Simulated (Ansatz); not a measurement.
This cell of Hf (hcp, Mg type) is off equilibrium:

```yaml
crystal:
  lattice:
    - [6.40842, 0.00000, 0.00000]
    - [-1.60210, 2.77493, 0.00000]
    - [0.00000, 0.00000, 5.06906]
  atoms:
    - { symbol: Hf, position: [0.16667, 0.66667, 0.72041] }
    - { symbol: Hf, position: [0.66667, 0.66667, 0.77959] }
    - { symbol: Hf, position: [0.33333, 0.33333, 0.22041] }
    - { symbol: Hf, position: [0.83333, 0.33333, 0.27959] }
```

The numbers are results of PBE (plane waves to 420 eV, PAW, scalar-relativistic; Ansatz, a first-principles code), not measurements. k mesh 17×17×9 (Γ-centred), Fermi-Dirac smearing 0.05 eV. Stress and pressure are positive under compression. With partly filled bands, energies and forces of such displacements shift with the k mesh and the smearing. Hf is run without spin polarisation. Hf was relaxed with its symmetry unable to fall. Spin-orbit coupling is left out, though Hf is heavy.

Question: What forces act on the atoms (eV/Å, Cartesian)?

Answer: 
| atom | Fx | Fy | Fz |
|---|---|---|---|
| Hf1 | 0.136 | 0.079 | 0.591 |
| Hf2 | 0.136 | 0.079 | -0.591 |
| Hf3 | -0.136 | -0.079 | 0.591 |
| Hf4 | -0.136 | -0.079 | -0.591 |

Question: Give the stress tensor in GPa and the pressure.

Answer: 
```
   -0.3      0.5      0.0
    0.5     -0.9      0.0
    0.0      0.0      2.3
```
The pressure, a third of the trace, is 0.4 GPa.

(For displaced atoms, the force is minus the slope of the energy, and its curvature is a force constant, which sets phonon frequencies.)
